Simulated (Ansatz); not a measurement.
Question: In (diamond, Fd-3m) is relaxed with the program Ansatz at the PBE level (PAW). What lattice parameters of the conventional cell result?

Answer: a = 6.736 Å.

The start of the workflow was typed in or built on a structure type; neither database checked (COD, Materials Project) lists it. It is not the phase usual at ambient conditions (space group No. 139). The cell was relaxed with PBE under the symmetry of its start; whether a distortion lowers the energy is not shown.

Potentials: the earlier of the program's two PAW sets.
